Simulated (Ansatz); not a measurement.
BaTiO₃ (cubic perovskite)

```
CELL_PARAMETERS angstrom
      4.01946     0.00000     0.00000
      0.00000     4.01946     0.00000
      0.00000     0.00000     4.01946
ATOMIC_POSITIONS crystal
  Ba 0.00000 0.00000 0.00000
  Ti 0.50000 0.50000 0.50000
  O  0.00000 0.50000 0.50000
  O  0.50000 0.50000 0.00000
  O  0.50000 0.00000 0.50000
```

E(V) scan at fixed shape, V₀ the volume above. Symmetry pins the atoms to their sites.

Level of theory: PBE (plane waves to 420 eV, PAW, scalar-relativistic; Ansatz, a program for electronic structure). k mesh 8×8×8 (Γ-centred), Fermi-Dirac smearing 0.05 eV. E stands for the smeared free energy. BaTiO3 is run without spin polarisation. BaTiO3 was relaxed with its symmetry unable to fall. The PAW data are Ansatz's earlier set. This is a high-temperature form of BaTiO3. The zero of ΔE is the relaxed starting cell.

Question: What ΔE (meV/atom) does the calculation give at V/V₀ = 0.893, 0.920, 1.027, 1.053, 1.107, 1.133?

Answer: 
| V/V₀ | ΔE (meV/atom) |
|---|---|
| 0.893 | 92.3 |
| 0.920 | 49.2 |
| 1.027 | 4.5 |
| 1.053 | 17.0 |
| 1.107 | 62.3 |
| 1.133 | 93.1 |

(Under strain, the slope of the energy per volume gives the stress and its curvature an elastic modulus.)
